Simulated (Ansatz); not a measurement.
SiO$_{2}$:
```yaml
crystal:
  lattice:
    - [4.18476, 0.00000, 0.00000]
    - [0.00000, 4.18476, 0.00000]
    - [0.00000, 0.00000, 2.66844]
  atoms:
    - { symbol: Si, position: [0.50000, 0.50000, 0.50000] }
    - { symbol: Si, position: [0.00000, 0.00000, 0.00000] }
    - { symbol: O, position: [0.69390, 0.69390, 0.00000] }
    - { symbol: O, position: [0.30610, 0.30610, 0.00000] }
    - { symbol: O, position: [0.80610, 0.19390, 0.50000] }
    - { symbol: O, position: [0.19390, 0.80610, 0.50000] }
```

x, y and z are the axes in which the lattice vectors are written.

Give the high-frequency dielectric tensor and the Born effective charge tensors of the independent atoms from DFPT, r²SCAN in the plane-wave PAW code Ansatz.


ε∞:
```
3.20  0.00  0.00
0.00  3.20  0.00
0.00  0.00  3.37
```
Z* of atom 1 (Si), rows: field, columns: displacement, in e:
```
 3.84  -0.36   0.00
-0.36   3.84   0.00
 0.00   0.00   4.08
```
Z* of atom 3 (O), rows: field, columns: displacement, in e:
```
-1.92  -0.58   0.00
-0.58  -1.92   0.00
 0.00   0.00  -2.04
```

Static charges for comparison (Bader): Si1 +3.35, O3 -1.67 e. Born charges measure polarisation by displacement and can exceed these by far.

Space group P4_2/mnm (rutile). This is a known high-pressure phase of the composition, computed here at zero pressure and temperature. The cell was relaxed with r²SCAN under the symmetry of its start; phonons on a q-mesh show no instability.

Potentials: the earlier of the program's two PAW sets.
